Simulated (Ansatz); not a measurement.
Starting cell, BN (wurtzite):

```
CELL_PARAMETERS angstrom
      5.08794     0.00000     0.00000
     -1.27198     2.20314     0.00000
      0.00000     0.00000     4.20774
ATOMIC_POSITIONS crystal
  B  0.33333 0.33333 0.99990
  B  0.83333 0.33333 0.99990
  B  0.16667 0.66667 0.49990
  B  0.66667 0.66667 0.49990
  N  0.33333 0.33333 0.62530
  N  0.83333 0.33333 0.62530
  N  0.16667 0.66667 0.12530
  N  0.66667 0.66667 0.12530
```

The atoms are displaced by Q × the pattern below (from a DFPT mode at M = (0.5, 0.0, 0.0), largest move 1; Q in Å), at fixed cell. (q is in reciprocal vectors of the primitive cell; the cell shown is doubled to hold the pattern.)

| atom | x | y | z |
|---|---|---|---|
| B1 | 0.329 | 0.190 | 0.646 |
| B2 | -0.329 | -0.190 | -0.646 |
| B3 | -0.329 | -0.190 | 0.646 |
| B4 | 0.329 | 0.190 | -0.646 |
| N5 | 0.714 | 0.412 | -0.566 |
| N6 | -0.714 | -0.412 | 0.566 |
| N7 | -0.714 | -0.412 | -0.566 |
| N8 | 0.714 | 0.412 | 0.566 |

These are r2SCAN (plane waves to 500 eV, PAW, scalar-relativistic; Ansatz, an electronic-structure program) values and carry that method's errors. k mesh 15×15×8 (Γ-centred), Fermi-Dirac smearing 0.05 eV. E stands for the smeared free energy. BN was relaxed with its symmetry unable to fall. The zero of ΔE is the undisplaced structure.

```json
[
 {"Q (Å)": "-0.1000", "ΔE (meV/cell)": "1167"},
 {"Q (Å)": "-0.0833", "ΔE (meV/cell)": "807"},
 {"Q (Å)": "-0.0667", "ΔE (meV/cell)": "515"},
 {"Q (Å)": "-0.0500", "ΔE (meV/cell)": "289"},
 {"Q (Å)": "-0.0333", "ΔE (meV/cell)": "withheld"},
 {"Q (Å)": "-0.0167", "ΔE (meV/cell)": "32"},
 {"Q (Å)": "0.0000", "ΔE (meV/cell)": "0"},
 {"Q (Å)": "0.0167", "ΔE (meV/cell)": "32"},
 {"Q (Å)": "0.0333", "ΔE (meV/cell)": "withheld"},
 {"Q (Å)": "0.0500", "ΔE (meV/cell)": "289"},
 {"Q (Å)": "0.0667", "ΔE (meV/cell)": "515"},
 {"Q (Å)": "0.0833", "ΔE (meV/cell)": "807"},
 {"Q (Å)": "0.1000", "ΔE (meV/cell)": "1167"}
]
```

Task: Fit an even polynomial form (powers 2, 4) to the given rows and predict ΔE at Q = 0.0333.

Result: Least squares on the 11 given rows: ΔE = (115200)·Q² + (154200)·Q⁴, in meV/cell with Q in Å; root-mean-square residual 0.3 meV/cell. At 0.0333 the fit gives 128 meV/cell; the calculation gives 128 meV/cell, the same to the digits shown. The quadratic term alone would give 128 meV/cell.

(For displaced atoms, the force is minus the slope of the energy, and its curvature is a force constant, which sets phonon frequencies.)
